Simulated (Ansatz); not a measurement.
**Zone-centre phonons of AlN at 15 GPa: input and output**

All numbers below come from Ansatz 0.2.0, DFT LDA, scalar-relativistic, plane waves, PAW.

Launched with:
```bash
ansatz run input.yaml --threads 1 --pin off --max-ram 3072MiB --backend cpu --events-out ev --progress --plain --runs-dir out
```

Input (bare energies are in eV):
```yaml
crystal:
  lattice:
    - [0.0, 2.1258778874, 2.1258778874]
    - [2.1258778874, 0.0, 2.1258778874]
    - [2.1258778874, 2.1258778874, 0.0]
  atoms:
    - { symbol: Al, position: [0.0, 0.0, 0.0] }
    - { symbol: "N", position: [0.75, 0.75, 0.75] }
basis:
  ecutwfc: 420
kpoints:
  mp_grid: { grid: [10, 10, 10] }
hamiltonian:
  xc: lda
scf:
  occupations: { method: fixed }
output:
  eigenvalues: true
phonons:
  method: dfpt
  dielectric: true
  rigid_motions: translations
  eigenvectors: true
```

The end of the output:
```
--- Phonons (Γ-DFPT): 2 representative perturbations + reference, on 171 of 1000 k-points (Σ response iterations 6) ---
  k mesh reduced under 4 symmetry operations, with k and −k counted as one. Each operation leaves every solved perturbation unchanged. A smaller set is not considered because the run solves the response ...
  ASR residual: 1.448e-4 → 0.000e0 eV/Å²; symmetrization residual: 1.502e-6 eV/Å²
  ASR residual per site (eV/Å²): 1.03e-5 1.45e-4
  Γ frequencies (cm⁻¹): 0.00 0.00 0.00 725.94 725.94 725.94
  ε∞ (high-frequency dielectric tensor):
        4.445171     0.000000    -0.000000
        0.000000     4.445171     0.000000
       -0.000000     0.000000     4.445171
  ε⁰ (static dielectric tensor: ions relaxed, cell fixed):
        7.838349    -0.000000     0.000000
       -0.000000     7.838349    -0.000000
        0.000000    -0.000000     7.838349
  ε⁰ − ε∞ (ionic part):
        3.393179    -0.000000     0.000000
       -0.000000     3.393179    -0.000000
        0.000000    -0.000000     3.393179
  softest optical mode at Γ: 725.94 cm⁻¹; the repairs (sum rule, projections) moved no ω² at Γ by more than (1.73 cm⁻¹)²
  Born effective charges Z* (e; rows j = field, columns β = displacement):
    site 0:
         2.53741   -0.00000    0.00000
        -0.00000    2.53741    0.00000
         0.00000    0.00000    2.53741
    site 1:
        -2.53741    0.00000   -0.00000
         0.00000   -2.53741   -0.00000
        -0.00000   -0.00000   -2.53741
  Z* charge neutrality: 1.134e-3 e pre-enforcement
  solved inside a basis spanned on kpoints, on 10×10×10 k-points, its susceptibility summed on 14×14×14: ε∞ is read to err by 1.2e-2, Z* by 8.8e-3 e (field_mesh: kpoints solves on kpoints); Z* is corrected for ...
  optical modes at Γ without the LO–TO term, one row a degenerate level:
      ω (cm⁻¹) modes IR ((D/Å)²/amu)
        725.94      3            48.3300
  optical modes at Γ + LO–TO along q̂ = [1.0000, 0.0000, 0.0000]:
      ω (cm⁻¹) modes IR ((D/Å)²/amu)
        725.94      2            32.2200
        963.98      1            16.1100
  optical modes at Γ + LO–TO along q̂ = [0.0000, 1.0000, 0.0000]:
      ω (cm⁻¹) modes IR ((D/Å)²/amu)
        725.94      2            32.2200
        963.98      1            16.1100
  optical modes at Γ + LO–TO along q̂ = [0.0000, 0.0000, 1.0000]:
      ω (cm⁻¹) modes IR ((D/Å)²/amu)
        725.94      2            32.2200
        963.98      1            16.1100
```

The run took 11 s on 1 thread of Intel(R) Xeon(R) Platinum 8559C (Emerald Rapids), on a shared host, peak memory 0.5 GiB.

Other phases may be more stable at this pressure.

This zinc-blende form isn't the usual stable structure of the compound at low pressure.